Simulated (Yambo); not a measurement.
RbO (space group Immm, No. 71) under isotropic strain of +2 % on all lattice vectors; a = b = c = 5.1402 Å, α = 131.28°, β = 107.93°, γ = 91.86°. With the G0W0 scissor the direct gap on the mesh is 3.68 eV. Axes are Cartesian, with cell vectors (Å) (-2.12, 3.02, 3.58), (2.12, -3.02, 3.58), (2.12, 3.02, -3.58).

### Question
Does this run resolve the lowest exciton, and if so, what are its energy and binding? (Yambo, PBEsol bands; 6×6×6 mesh, 4 valence and 6 conduction bands, static screening with 47 bands and a 4 Ry block, scissor 1.88 eV, Tamm-Dancoff.)

### Answer
The mesh holds a bound state, but the numbers are provisional. These are vertical excitations (zero momentum); the indirect quasiparticle gap, about 3.58 eV, is smaller than the direct one (3.68 eV on the GW mesh). The lowest state lies at 2.30 eV (dark for light along x), the direct quasiparticle gap on this mesh at 3.68 eV. Its binding energy, counted from that gap, is 1.38 eV; it spreads over about 160 k points of the mesh. Convergence with the mesh was not shown. The first optically allowed state is at 2.45 eV. The scissor comes from a G0W0 run whose convergence isn't established. 

Geometry strained from the cell relaxed with PBEsol, atoms relaxed again.
